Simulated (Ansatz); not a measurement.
**Band table of TiSi₂**

```xyz
6
Lattice="0.0000 4.1180 4.2189 2.3865 0.0000 4.2189 2.3865 4.1180 0.0000" Properties=species:S:1:pos:R:3 pbc="T T T"
Ti    3.5797    6.1770    6.3283
Ti    2.3865    4.1180    4.2189
Si    1.1932    0.6836    2.1094
Si    1.1932    3.4344    2.1094
Si    2.3865    1.3754    4.2189
Si    2.3865    6.8606    4.2189
```

Atom numbers follow the list: Ti1, Ti2, Si3, Si4, Si5, Si6.

The cell is COD entry 1010453, as deposited and not checked against the literature; nothing was relaxed. It is an old determination, and later ones may differ. The listed cell was then made from it by scaling, straining or moving an atom.

These are results of DFT, PBEsol, all-electron LAPW, scalar-relativistic (Ansatz 0.2.0), not measurements.

Numerical set-up: a Γ-centred 8×8×8 k mesh, Fermi–Dirac smearing of 0.08 eV, basis error target 0.5 meV/atom, no spin polarisation.

Path points, in fractions of the reciprocal vectors: Γ (0.000, 0.000, 0.000), Y (0.500, 0.000, 0.500), T (1.000, 0.500, 0.500), Z (0.500, 0.500, 0.000), Σ0 (0.000, 0.414, 0.414), U0 (1.000, 0.586, 0.586). Levels in eV from the Fermi level; bands 25 to 42, counted from the lowest band of the run. The gap is zero.

```
# k(1/Å) point b25 b26 b27 b28 b29 b30 b31 b32 b33 b34 b35 b36 b37 b38 b39 b40 b41 b42
0.000 Γ -12.63 -6.79 -5.75 -5.37 -4.85 -3.86 -3.81 -2.54 -2.23 -1.98 -1.75 -1.54 -0.95 2.08 3.20 3.44 3.45 3.48
0.153 - -12.54 -7.10 -6.12 -5.34 -4.07 -4.05 -3.91 -2.55 -1.94 -1.91 -1.69 -1.67 -1.04 1.97 3.21 3.32 3.33 3.53
0.305 - -12.28 -7.96 -6.11 -5.26 -4.53 -4.06 -2.99 -2.55 -1.84 -1.82 -1.53 -1.47 -1.18 1.73 3.10 3.19 3.20 3.43
0.458 - -11.86 -8.90 -5.92 -5.13 -4.94 -4.26 -2.71 -2.53 -1.94 -1.52 -1.22 -1.10 -1.02 1.67 3.06 3.14 3.16 3.45
0.610 - -11.30 -9.80 -5.70 -5.26 -4.95 -4.49 -2.68 -2.47 -2.17 -1.93 -1.00 -0.94 0.27 1.68 3.18 3.26 3.28 3.51
0.763 Y -10.60 -10.60 -5.49 -5.49 -4.73 -4.73 -2.40 -2.40 -2.35 -2.35 -0.89 -0.89 1.27 1.27 3.39 3.39 3.48 3.48
0.912 - -10.53 -10.53 -6.02 -6.02 -4.17 -4.17 -3.03 -3.03 -1.79 -1.79 -0.87 -0.87 1.25 1.25 3.06 3.06 3.41 3.41
1.061 - -10.30 -10.30 -6.76 -6.76 -3.72 -3.72 -3.32 -3.32 -1.29 -1.29 -0.80 -0.80 1.11 1.11 2.76 2.76 3.02 3.02
1.210 - -9.93 -9.93 -7.49 -7.49 -4.24 -4.24 -2.55 -2.55 -0.94 -0.94 -0.69 -0.69 0.91 0.91 2.55 2.55 2.83 2.83
1.359 - -9.45 -9.45 -8.20 -8.20 -4.61 -4.61 -1.86 -1.86 -0.88 -0.88 -0.70 -0.70 0.91 0.91 2.37 2.37 2.97 2.97
1.508 T -8.87 -8.87 -8.84 -8.84 -4.73 -4.73 -1.28 -1.28 -1.26 -1.26 -0.69 -0.69 0.98 0.98 2.35 2.35 3.14 3.14
1.660 - -9.46 -9.46 -8.17 -8.17 -4.64 -4.64 -1.61 -1.61 -1.24 -1.24 -0.49 -0.49 0.89 0.89 2.24 2.24 2.92 2.92
1.813 - -9.96 -9.96 -7.42 -7.42 -4.39 -4.39 -2.16 -2.16 -1.29 -1.29 -0.42 -0.42 0.80 0.80 2.11 2.11 2.88 2.88
1.965 - -10.34 -10.34 -6.63 -6.63 -4.12 -4.12 -2.75 -2.75 -1.37 -1.37 -0.73 -0.73 0.90 0.90 2.25 2.25 3.10 3.10
2.118 - -10.57 -10.57 -5.81 -5.81 -4.27 -4.27 -3.04 -3.04 -1.52 -1.52 -0.99 -0.99 0.92 0.92 2.74 2.74 3.43 3.43
2.270 Z -10.65 -10.65 -5.01 -5.01 -4.94 -4.94 -2.99 -2.99 -1.63 -1.63 -1.05 -1.05 0.90 0.90 3.27 3.27 3.50 3.50
2.419 - -11.33 -9.87 -5.21 -5.02 -4.95 -4.64 -3.42 -2.38 -1.63 -1.62 -1.16 -1.05 -0.27 1.46 3.15 3.30 3.49 3.53
2.568 - -11.88 -9.01 -5.44 -5.14 -4.76 -4.34 -3.47 -1.84 -1.65 -1.63 -1.63 -1.30 -1.11 1.47 3.18 3.21 3.40 3.56
2.717 - -12.29 -8.10 -5.61 -5.34 -4.44 -4.07 -3.21 -2.90 -1.75 -1.71 -1.67 -1.43 -1.10 1.54 3.26 3.30 3.31 3.60
2.866 - -12.54 -7.24 -5.71 -5.46 -4.16 -4.06 -3.88 -2.73 -2.01 -1.91 -1.73 -1.51 -1.00 1.89 3.23 3.36 3.51 3.55
3.015 Γ -12.63 -6.79 -5.75 -5.37 -4.85 -3.86 -3.81 -2.54 -2.23 -1.98 -1.75 -1.54 -0.95 2.08 3.20 3.44 3.45 3.48
3.233 - -12.45 -6.65 -6.30 -6.00 -4.92 -3.53 -3.33 -3.11 -2.25 -1.97 -1.35 -1.06 -0.88 2.00 2.90 3.00 3.27 3.42
3.451 - -11.94 -7.18 -6.95 -6.31 -5.32 -4.27 -3.30 -2.73 -2.34 -0.67 -0.64 -0.57 -0.26 1.78 2.21 2.28 2.75 2.89
3.669 - -11.16 -7.92 -7.76 -6.66 -5.25 -5.15 -3.03 -2.36 -1.89 -0.07 0.06 0.52 0.56 1.35 1.40 2.10 2.49 2.73
3.887 - -10.25 -8.46 -8.35 -7.53 -5.82 -4.19 -2.61 -1.95 -1.93 0.08 0.44 0.60 0.81 1.05 1.29 2.43 2.96 3.17
4.105 Σ0 -9.44 -8.78 -8.72 -8.27 -5.69 -3.50 -2.52 -2.02 -1.41 -0.47 0.01 0.05 0.86 1.04 1.94 2.61 3.05 3.64
4.379 - -10.12 -9.10 -8.41 -7.02 -5.35 -4.26 -2.69 -2.12 -1.64 -0.32 0.02 0.60 0.96 0.99 1.68 2.37 2.84 3.17
4.654 - -10.55 -9.45 -7.91 -5.85 -5.26 -4.12 -3.47 -1.98 -1.57 -1.22 -0.04 0.26 1.04 1.33 1.89 2.22 2.66 2.87
4.928 - -10.55 -9.45 -7.91 -5.85 -5.26 -4.12 -3.47 -1.98 -1.57 -1.22 -0.04 0.26 1.04 1.33 1.89 2.22 2.66 2.87
5.202 - -10.12 -9.10 -8.41 -7.02 -5.35 -4.26 -2.69 -2.12 -1.64 -0.32 0.02 0.60 0.96 0.99 1.68 2.37 2.84 3.17
5.477 U0 -9.44 -8.78 -8.72 -8.27 -5.69 -3.50 -2.52 -2.02 -1.41 -0.47 0.01 0.05 0.86 1.04 1.94 2.61 3.05 3.64
5.522 - -9.30 -8.81 -8.77 -8.39 -5.56 -3.69 -2.35 -1.88 -1.27 -0.62 -0.22 -0.09 0.91 1.02 2.03 2.60 3.03 3.57
5.567 - -9.18 -8.84 -8.81 -8.51 -5.40 -3.93 -2.11 -1.73 -1.13 -0.78 -0.46 -0.23 0.94 1.01 2.11 2.57 3.04 3.41
5.613 - -9.06 -8.86 -8.84 -8.63 -5.20 -4.20 -1.84 -1.57 -1.00 -0.92 -0.72 -0.38 0.96 1.00 2.19 2.51 3.06 3.29
5.658 - -8.95 -8.87 -8.86 -8.74 -4.98 -4.47 -1.56 -1.42 -1.10 -1.00 -0.84 -0.54 0.97 0.99 2.27 2.44 3.09 3.20
5.703 T -8.87 -8.87 -8.84 -8.84 -4.73 -4.73 -1.28 -1.28 -1.26 -1.26 -0.69 -0.69 0.98 0.98 2.35 2.35 3.14 3.14
```
